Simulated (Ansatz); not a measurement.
# ReP2 in the CdI2-type structure

Level of theory: DFT, PBEsol, scalar-relativistic, no spin polarisation; plane waves to 420 eV with PAW datasets (Ansatz 0.2.0), Γ-centred 12×12×6 mesh, 0.05 eV Gaussian smearing; PAW files: Ansatz's generated set soft_2.

```xyz
3
Lattice="3.0484 0.0000 0.0000 -1.5242 2.6400 0.0000 0.0000 0.0000 5.0967" Properties=species:S:1:pos:R:3 pbc="T T T"
Re    0.0000    0.0000    0.0000
P     0.0000    1.7600    1.6741
P     1.5242    0.8800    3.4226
```

The start was a prototype's sites filled with these elements, not a measured cell.

The cell is relaxed to zero pressure at this level.

The cell has space group P-3m1 (read at 0.01 Å). In it the stress is -0.01, -0.01, 0.00, 0.00, 0.00, 0.00 GPa and the largest force component 0.001 eV/Å. Each change below starts from this cell, without further relaxation. Stress is in GPa, positive in compression, in the order xx, yy, zz, yz, xz, xy; energies are counted from the cell above and are free energies with the smearing's entropy, which match forces and stress in a metal.

Task: One atom was moved along a Cartesian axis, and these forces appeared. Which atom, and about how far?
| atom | Fx (eV/Å) | Fy | Fz |
| --- | --- | --- | --- |
| Re1 | 0.000 | 0.000 | 0.516 |
| P2 | 0.000 | 0.000 | 0.156 |
| P3 | 0.000 | 0.000 | -0.671 |

Result: Atom 3 (P) is moved by 0.05 Å along z; the energy changes by 17.1 meV per cell.

Task: What stress follows from an engineering strain of 2 % in zz, atoms carried along?

Result: -2.76, -2.76, -9.54, 0.00, 0.00, 0.00 GPa; the energy changes by 25.2 meV per cell.
```tsv
atom	Fx (eV/Å)	Fy	Fz
Re1	0.000	0.000	0.000
P2	0.000	0.000	-0.369
P3	0.000	0.000	0.369
```
The change of the stress over the strain gives a clamped-atom stiffness of about 477 GPa for this component, a secant value that lies under the elastic constant in tension and over it in compression, by several per cent for each per cent of strain.
In a harmonic crystal the energy would rise by V(½Cε² − σ₀ε), with σ₀ the stress of the unstrained cell, = 24.4 meV, close to the run's value; the rest has the sign of the anharmonic part, which a secant stiffness overstates.

Scalar-relativistic only: spin–orbit splittings of the heavy atoms' levels are missing. The cell is a metal with an odd number of electrons, and spin polarisation wasn't tried.
